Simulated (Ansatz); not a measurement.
Ba: energy along a strain

Ba, Im-3m, a = 5.000 Å (as given, not relaxed at this level: -1.2 GPa). Ansatz: LDA, PAW, 420 eV, Γ-centred 14×14×14 mesh on 1 atom, Gaussian smearing 0.15 eV; no spin polarisation. Cell vectors (Å): -2.500 2.500 2.500; 2.500 -2.500 2.500; 2.500 2.500 -2.500. The cell is strained by x per cent times the pattern (1 -1 0 0 0 0) in the order xx yy zz yz xz xy (engineering shears), with fractional coordinates held. y is the free energy over the start, V0 = 62.500 Å³/atom. Symmetry makes y even in x. Points with a strain past 8.5 % were computed too (2) and aren't used here.

| x (%) | y (meV/atom) |
| --- | --- |
| -5.00 | 2.63 |
| 0.00 | 0.00 |
| 1.25 | ? |
| 2.50 | 0.65 |
| 3.75 | 1.47 |
| 6.25 | 4.14 |
| 7.50 | 6.06 |

Question: Fit y = c2 x² + c4 x⁴ to the other rows, get the stiffness along the pattern, and predict the missing energy.

Answer: Least squares on the rows shown. y = 0.1030 x² + 8.314×10⁻⁵ x⁴. The clamped-ion stiffness p·C·p = 2 × 1.030 eV × 160.2 / 62.500 Å³ = 5.3 GPa (second derivative at the start, which stands under stress). At x = 1.25 the fit asked for gives 0.16 meV/atom. The run gave 0.16 meV/atom, the same to the digits shown.